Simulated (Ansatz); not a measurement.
AlGaN2:
```
CELL_PARAMETERS angstrom
      3.14342     0.00000     0.00000
     -1.57171     2.72228     0.00000
      0.00000     0.00000     5.09288
ATOMIC_POSITIONS crystal
  Al 0.00000 0.00000 0.99930
  Ga 0.66667 0.33333 0.49730
  N  0.66667 0.33333 0.11220
  N  0.00000 0.00000 0.62759
```

Relaxed with r²SCAN. Special points in fractions of this cell's reciprocal vectors: Γ (0.000, 0.000, 0.000); M (0.500, 0.000, 0.000); K (0.333, 0.333, 0.000); A (0.000, 0.000, 0.500); L (0.500, 0.000, 0.500); H (0.333, 0.333, 0.500).

Question: List the band energies nearest the valence-band maximum at these points for DFT-r²SCAN in the program Ansatz with PAW potentials.

Answer: In eV from the valence-band maximum; about four levels below and three above (degenerate sets whole), none deeper than 8.9 eV; points with the same levels are listed once.

| k | below | above |
|---|---|---|
| Γ | -1.17 -1.17 -0.13 0.00 0.00 | 3.39 6.25 10.56 |
| M | -3.93 -2.54 -2.12 -0.90 | 5.87 6.42 7.48 |
| K | -4.10 -2.94 -2.72 -2.69 | 5.54 9.03 9.04 |
| A | -0.97 -0.97 -0.21 -0.21 | 5.49 6.32 9.80 |
| L | -2.02 -1.91 -1.68 -1.47 | 5.13 5.65 8.53 |
| H | -4.28 -4.03 -1.36 -1.13 | 7.25 7.60 7.98 |

Space group P3m1. The workflow started from a Materials Project entry (that database holds measured and hypothetical structures alike); the Crystallography Open Database copy checked does not list it. With Al and Ga taken as one species the cell has the higher symmetry P6_3mc, so it may be an ordered model of a mixed-site phase. Whether it is the stable phase at ambient conditions was not checked. The r²SCAN relaxation kept the symmetry of its start; its stability against distortions is not shown here. Scalar-relativistic: spin–orbit coupling is off unless named, which matters more the heavier the elements.

Potentials: the later of the program's two PAW sets.
